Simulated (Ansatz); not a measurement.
What DFT gives for LuSb2

```yaml
crystal:
  lattice:
    - [0.00000, 4.81229, 0.00000]
    - [4.81229, 0.00000, 0.00000]
    - [2.40615, 2.40615, -7.49820]
  atoms:
    - { symbol: Sb, position: [0.41400, 0.41400, 0.17200] }
    - { symbol: Sb, position: [0.16400, 0.66400, 0.67200] }
    - { symbol: Sb, position: [0.33600, 0.83600, 0.32800] }
    - { symbol: Sb, position: [0.58600, 0.58600, 0.82800] }
    - { symbol: Lu, position: [0.00000, 0.00000, 0.00000] }
    - { symbol: Lu, position: [0.75000, 0.25000, 0.50000] }
```

The numbers come from plane-wave PAW DFT (Ansatz): r2SCAN, no spin polarisation, 500 eV, 7×7×7 Γ-centred k points, fermi-dirac occupations (width 0.1 eV). Nothing was relaxed.

(1) Metal or insulator?

(2) Is the cell too large or too small?

(3) What is the formation energy?

(4) Describe some of the short contacts.

(5) Which element gives electrons and which takes them?

(6) Where is the largest force?

Origin: a known structure type with other elements, at an estimated volume, so it need not be a known compound. Caveats: atoms or cell far from equilibrium.

Answers

(1) It is a metal, with about 4.3 states/eV a cell as the mean within 0.25 eV of the Fermi level, mostly Lu d (35 %), Sb p (32 %) and Lu s (17 %).

(2) The pressure is 8.9 GPa (compression positive), so with the atoms held at these fractions the cell would first expand; the forces are large, so a full relaxation may end otherwise. The principal stresses 4.6, 4.6, 17.5 GPa differ, so its shape would change too.

(3) 0.48 eV an atom against the elements' usual phases (free molecules for gases, crystals otherwise, with no correction for O₂ or N₂), so at this geometry it isn't bound against them. Relaxing would lower it.

(4) Sb–Sb at 2.58 Å: least valence density 0.50 e/Å³ and ELF 0.50 there. Lu–Sb at 3.44 Å: least valence density 0.13 e/Å³ and ELF 0.23 there. Both are smooth PAW fields, read partly inside the augmentation spheres.

(5) Bader charges in e: Lu +1.47, Sb -0.74. In the mean Lu gives up most and Sb takes most.

(6) The largest is on Sb1 (and as large on other atoms): 1.72 eV/Å, components (0.00, 0.00, -1.72). It makes 180° with the line to a nearest neighbour, Sb4 at 2.58 Å, pointing away from it.
